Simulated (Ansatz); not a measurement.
Crystals of one structure type (rock salt) and one family of elements, relaxed and computed with the program Ansatz at the r²SCAN level (PAW).

```tsv
crystal	V (Å³/atom)	B₀ by P(V) fit (GPa)
NaF	12.12	54.4
KF	18.80	35.3
NaCl	22.04	27.5
KCl	31.15	19.1
KBr	36.08	?
RbBr	41.53	14.0
KI	44.58	12.4
```

Fit a straight line to ln B₀ against ln V and predict the withheld value.

Least squares on the 6 shown rows: ln B₀ = -1.13 × ln V + (6.833), with a scatter of 3 %. For KBr this gives 16.1. The run itself gave 15.9, within the scatter.

All cells were relaxed under the symmetry of their starts (and spin orders); stability against distortions was not tested throughout. Spin–orbit coupling is left out wherever it is not named.

Potentials: the later of the program's two PAW sets.
